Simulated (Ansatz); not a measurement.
Starting cell, Eu (bcc, W type):

```xyz
4
Lattice="-8.7677 8.7677 8.7677 2.1919 -2.1919 2.1919 2.1919 2.1919 -2.1919" Properties=species:S:1:pos:R:3 pbc="T T T"
Eu     0.0000     0.0000     0.0000
Eu    -4.3839     4.3839     4.3839
Eu    -2.1919     2.1919     2.1919
Eu    -6.5758     6.5758     6.5758
```

In this cell atom 3 (Eu, nearest neighbour Eu at 3.797 Å; its periodic images, 3.8 Å or more away, move with it) is moved by s towards the nearest neighbour, unit vector (-0.577, -0.577, -0.577); all other atoms and the cell stay fixed.

All values below come from PBE (plane waves to 420 eV, PAW, scalar-relativistic; Ansatz, an electronic-structure program). k mesh 3×12×12 (Γ-centred), Fermi-Dirac smearing 0.05 eV. E stands for the smeared free energy. With partly filled bands, energies and forces of such displacements shift with the k mesh and the smearing. Eu was relaxed with its symmetry unable to fall. Relaxed Eu ends ferromagnetic. The relaxed volume of Eu is well below the measured one. Other magnetic orders were not checked, so this need not be the ground state. The f-shell state is unchecked: a lower one may exist. The zero of ΔE is the undisplaced structure. The last digit holds for this mesh only.

```json
[
 {"s (Å)": "-0.760", "ΔE (meV/cell)": "463.4"},
 {"s (Å)": "-0.608", "ΔE (meV/cell)": "292.5"},
 {"s (Å)": "-0.456", "ΔE (meV/cell)": "163.6"},
 {"s (Å)": "-0.304", "ΔE (meV/cell)": "72.5"},
 {"s (Å)": "-0.152", "ΔE (meV/cell)": "18.1"},
 {"s (Å)": "0.000", "ΔE (meV/cell)": "0.0"},
 {"s (Å)": "0.152", "ΔE (meV/cell)": "18.1"},
 {"s (Å)": "0.304", "ΔE (meV/cell)": "72.5"},
 {"s (Å)": "0.456", "ΔE (meV/cell)": "163.6"},
 {"s (Å)": "0.608", "ΔE (meV/cell)": "292.5"},
 {"s (Å)": "0.760", "ΔE (meV/cell)": "463.4"}
]
```

### Question
What force constant k = d²E/ds² at s = 0 does the table give?

### Answer
1.6 eV/Å². It is the second difference of the nearest points, corrected with the next pair.

### Question
With k = 1.57 eV/Å² from the forces, is the well harmonic out to s = 0.760 Å?

### Answer
½ks² = 453 meV/cell against the computed 463 meV/cell, so the well is close to harmonic there.

(For displaced atoms, the force is minus the slope of the energy, and its curvature is a force constant, which sets phonon frequencies.)
